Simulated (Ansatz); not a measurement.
Problem. Name crystals whose computed values (the program Ansatz at the PBE level (PAW)) fall in these windows: electron conductivity mass (mₑ) 0.30 to 0.35; B₀ by P(V) fit (GPa) 130 to 170; gap (eV) 2.4 to 2.9.

Solution. 

```csv
crystal,electron conductivity mass (mₑ),B₀ by P(V) fit (GPa),gap (eV)
"AlN, Pm-3n (Al on 6c, N on 6d)",0.33,156,2.64
```
Others may fit too.

Typed or built starts, not in the databases checked: AlN, Pm-3n (Al on 6c, N on 6d). Not the usual ambient phase: AlN, Pm-3n (Al on 6c, N on 6d). The cell was relaxed under the symmetry of its start.

Potentials: the later of the program's two PAW sets.
